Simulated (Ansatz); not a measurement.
## Sensitivity of the gradients in CdSe with Zn replacing Cd to the input

Cell: a supercell of CdSe (wurtzite type, P6_3mc) built from a COD entry (the entry's cell lengths or inner coordinates differ somewhat from later room-temperature determinations), with all atoms left at the host's positions.

```cif
data_structure
_symmetry_space_group_name_H-M 'P 1'
_symmetry_Int_Tables_number 1
_cell_length_a 8.6000
_cell_length_b 8.6000
_cell_length_c 14.0400
_cell_angle_alpha 90.000
_cell_angle_beta 90.000
_cell_angle_gamma 120.000
_cell_volume 899.28
loop_
_atom_site_label
_atom_site_type_symbol
_atom_site_fract_x
_atom_site_fract_y
_atom_site_fract_z
_atom_site_occupancy
Zn1 Zn 0.16667 0.33333 0.00000 1
Cd2 Cd 0.16667 0.33333 0.50000 1
Cd3 Cd 0.16667 0.83333 0.00000 1
Cd4 Cd 0.16667 0.83333 0.50000 1
Cd5 Cd 0.66667 0.33333 0.00000 1
Cd6 Cd 0.66667 0.33333 0.50000 1
Cd7 Cd 0.66667 0.83333 0.00000 1
Cd8 Cd 0.66667 0.83333 0.50000 1
Cd9 Cd 0.33333 0.16667 0.25000 1
Cd10 Cd 0.33333 0.16667 0.75000 1
Cd11 Cd 0.33333 0.66667 0.25000 1
Cd12 Cd 0.33333 0.66667 0.75000 1
Cd13 Cd 0.83333 0.16667 0.25000 1
Cd14 Cd 0.83333 0.16667 0.75000 1
Cd15 Cd 0.83333 0.66667 0.25000 1
Cd16 Cd 0.83333 0.66667 0.75000 1
Se17 Se 0.16667 0.33333 0.19250 1
Se18 Se 0.16667 0.33333 0.69250 1
Se19 Se 0.16667 0.83333 0.19250 1
Se20 Se 0.16667 0.83333 0.69250 1
Se21 Se 0.66667 0.33333 0.19250 1
Se22 Se 0.66667 0.33333 0.69250 1
Se23 Se 0.66667 0.83333 0.19250 1
Se24 Se 0.66667 0.83333 0.69250 1
Se25 Se 0.33333 0.16667 0.44250 1
Se26 Se 0.33333 0.16667 0.94250 1
Se27 Se 0.33333 0.66667 0.44250 1
Se28 Se 0.33333 0.66667 0.94250 1
Se29 Se 0.83333 0.16667 0.44250 1
Se30 Se 0.83333 0.16667 0.94250 1
Se31 Se 0.83333 0.66667 0.44250 1
Se32 Se 0.83333 0.66667 0.94250 1
```

Atom numbers follow the list; atoms alike are taken as one site, whose name carries the number of the first.

Reference run. The numbers come from a DFT calculation in Ansatz (PBE, plane waves and PAW, scalar-relativistic, 420 eV cutoff, Γ-centred 3×3×2 k-points, Fermi–Dirac smearing 0.01 eV).

**Question.** The input is changed as follows: `basis.ecutrho_ratio`: not typed → 1; `scf.max_iter`: not typed → 50. What happens to V_zz (10²¹ V/m²) and η?

**Answer.** 

```tsv
site	atom	V_zz reference	η reference	V_zz changed	η changed
Zn	1	1.31	0.00	1.55	0.00
Cd2	2	2.96	0.00	4.28	0.00
Cd3	3	2.98	0.01	4.44	0.04
Cd4	4	3.05	0.00	4.14	0.01
Cd10	10	3.06	0.01	4.34	0.02
Cd15	15	3.07	0.00	4.35	0.00
Cd16	16	3.00	0.00	4.29	0.00
Se17	17	0.87	0.00	1.19	0.00
Se19	19	-1.45	0.09	-1.65	0.11
Se20	20	-1.47	0.02	-1.69	0.08
Se26	26	3.46	0.64	3.70	0.59
Se31	31	-1.52	0.00	-1.60	0.00
```

The largest change of V_zz is on Cd3, from 2.98 to 4.44. In per cent, |V_zz| changes by +18 on Zn, +36 to +49 on Cd, +5 to +37 on Se (all sites that start above 0.5). On Se19 V_xx and V_yy change places (or their axes turn by over 50°), so the two values of η hide a larger change. The table leaves out 4 of the 16 sites, with |V_zz| up to 4.35; their tensors move by 1.28 at most along any direction. The statements above cover all sites. Its pressure is 12 GPa, against 2 GPa in the reference run. SCF iterations: 8 and 8. New warnings: cutoff below recommended. The changed input holds a density cutoff far too low, so its numbers aren't properties of the crystal.

On the reference run: The defect repeats with the cell of 32 atoms, so it feels its images: sites between two images don't show the values beside a lone defect, and zeros or small values of η there can come from the images' arrangement. Cd and Se carry a gradient in the pure host already, so the values there aren't the defect's effect alone. Without spin–orbit coupling (the program notes it for Cd) the gradients can shift somewhat, as the gap is small. With a gap of 0.7 eV on this mesh, small gradients can still move by 0.1 × 10²¹ V/m² or more as the k-mesh gets denser. The neighbours have not yet relaxed around the defect (largest force 1.0 eV/Å), so a real crystal will differ.
